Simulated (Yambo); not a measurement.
CaCd$_{2}$P$_{2}$ (space group P-3m1, No. 164), G0W0@LDA in Yambo; all else as in the reference (3×3×2 Γ-centred k mesh, bands 10 to 217 and a 8 Ry block in the screening, 217 bands in G with the Bruneval-Gonze terminator, plasmon pole fitted at 27.2 eV). One parameter is varied: the cutoff of the exchange sum, over 5, 10, 20, 40, 102 Ry.

From which value on does the gap Γ → Γ stay within 0.05 eV of the largest setting?

From 40 Ry on.
| cutoff of the exchange sum (Ry) | G0W0 gap (eV) | valence shift (eV) |
|---|---|---|
| 5 | 0.97 | 0.43 |
| 10 | 1.17 | -0.03 |
| 20 | 1.31 | -0.35 |
| 40 | 1.40 | -0.53 |
| 102 | 1.43 | -0.57 |
The last step of the sweep still moves the gap by 28 meV; the other settings are held fixed.

Spin-orbit coupling is not included.

Geometry of the Materials Project entry, not relaxed at this level; primitive cell a = 4.2923 Å, b = 4.2923 Å, c = 7.0555 Å, α = 90.00°, β = 90.00°, γ = 120.00°.

A shift is the quasiparticle energy of the state minus its LDA energy.
